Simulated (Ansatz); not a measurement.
**How far do frozen cores hold at 0.4 of the volume?**

Ansatz 0.2.0 under LDA, scalar-relativistic: all-electron LAPW against the default frozen-core PAW files (made under PBE) and norm-conserving files, on the same cells and meshes. Each crystal is compressed to 0.4 of its own relaxed volume, with k spacings near 0.17 Å⁻¹ and smearing of 0.05 to 0.1 eV; crystals with Cr, Mn, Fe, Co, Ni, Eu or Gd start ferromagnetic, the others run without spin. The structure types needn't be the stable ones.

Problem. For which of Be (sc), F (diamond), YSb (zincblende), As (sc), Mn (sc), Ta (diamond) does the PAW pressure depart most from LAPW, and by how much?

Solution. Mn (sc), by -7.00 %. All values:

```
         crystal  V (Å³/atom)  P LAPW (GPa)  PAW − LAPW (%)  energy rise, PAW − LAPW (meV/atom)  norm-conserving − LAPW (%)
         Be (sc)         3.93         305.7            0.03                                   6                        1.01
     F (diamond)         5.07         466.3            0.00                                   8                       -0.53
YSb (zincblende)        15.66         206.6            0.05                                   0                        0.49
         As (sc)         7.63         624.7           -0.02                                  -2                       -0.16
         Mn (sc)         4.43          1576           -7.00                                -453                       -2.00
    Ta (diamond)        10.44         530.0            1.71                                 163                       -1.88
```
